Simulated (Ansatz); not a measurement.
Relaxed Li (bcc, W type):

```
CELL_PARAMETERS angstrom
     -3.43518     3.43518     3.43518
      0.00000     0.00000     3.43518
      0.00000     3.43518     0.00000
ATOMIC_POSITIONS crystal
  Li 0.00000 0.00000 0.00000
  Li 0.50000 0.00000 0.00000
```

A phonon eigenvector at H = (0.5, 0.5, 0.5) is frozen into this cell: atom i moves by Q times the vector below, so Q is the largest atomic displacement, in Å. The cell is held. It is one choice among 3 degenerate patterns. (q is in reciprocal vectors of the primitive cell; the cell shown is doubled to hold the pattern.)

```json
[
 {"atom": "Li1", "x": "0.000", "y": "0.000", "z": "-1.000"},
 {"atom": "Li2", "x": "0.000", "y": "0.000", "z": "1.000"}
]
```

Level of theory: PBE (plane waves to 420 eV, PAW, scalar-relativistic; Ansatz, a quantum-chemistry and plane-wave program). k mesh 19×19×19 (Γ-centred), Fermi-Dirac smearing 0.05 eV. Energies are smeared free energies. With partly filled bands, energies and forces of such displacements shift with the k mesh and the smearing. Li was relaxed with its symmetry unable to fall. The zero of ΔE is the undisplaced structure. The last digit holds for this mesh only.

| Q (Å) | ΔE (meV/cell) |
|---|---|
| -0.1000 | 27.72 |
| -0.0833 | withheld |
| -0.0667 | 12.38 |
| -0.0500 | 6.98 |
| -0.0333 | 3.10 |
| -0.0167 | 0.78 |
| 0.0000 | 0.00 |
| 0.0167 | 0.78 |
| 0.0333 | 3.10 |
| 0.0500 | 6.98 |
| 0.0667 | 12.38 |
| 0.0833 | withheld |
| 0.1000 | 27.72 |

### Question
Fit an even polynomial form (powers 2, 4) to the given rows and predict ΔE at Q = -0.0833.

### Answer
Least squares on the 11 given rows: ΔE = (2794)·Q² + (-2259)·Q⁴, in meV/cell with Q in Å; root-mean-square residual 0.006 meV/cell. At -0.0833 the fit gives 19.28 meV/cell; the calculation gives 19.30 meV/cell, so the interpolation is off by -0.02 (-0.1 %). The quadratic term alone would give 19.39 meV/cell.

(A displaced cell: forces are minus the slopes of the energy, force constants its curvatures, and phonons follow from these.)
